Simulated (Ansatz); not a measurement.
Data:

CuI:
```xyz
2
Lattice="0.0000 2.9693 2.9693 2.9693 0.0000 2.9693 2.9693 2.9693 0.0000" Properties=species:S:1:pos:R:3 pbc="T T T"
Cu     4.4540     4.4540     4.4540
I      0.0000     0.0000     0.0000
```

This is the PBEsol-relaxed structure.

### Question
All from PBEsol in the plane-wave PAW code Ansatz, unless another level is named. Estimate the hole effective mass, band 1 of 3 at the edge.

### Answer
0.64 along [100], 3.0 along [110], 1.3 along [111] (mₑ).

### Question
Next, the hole effective mass, band 3 of 3 at the edge?

### Answer
0.20 along [100], 0.16 along [110], 0.15 along [111] (mₑ).

### Question
What about the band gap?

### Answer
1.17 eV (direct).

### Question
Give the HSE06 gap on the PBEsol cell.

### Answer
2.76 eV.

Space group F-43m (zinc blende). The PBEsol relaxation kept the symmetry of its start. The run is not spin-polarised. Scalar-relativistic: spin–orbit coupling is off unless named, which matters more the heavier the elements.

Potentials: the earlier of the program's two PAW sets. The files were generated under PBE; for other functionals the program regenerates the frozen cores, and for LDA and PBEsol the local potential too.
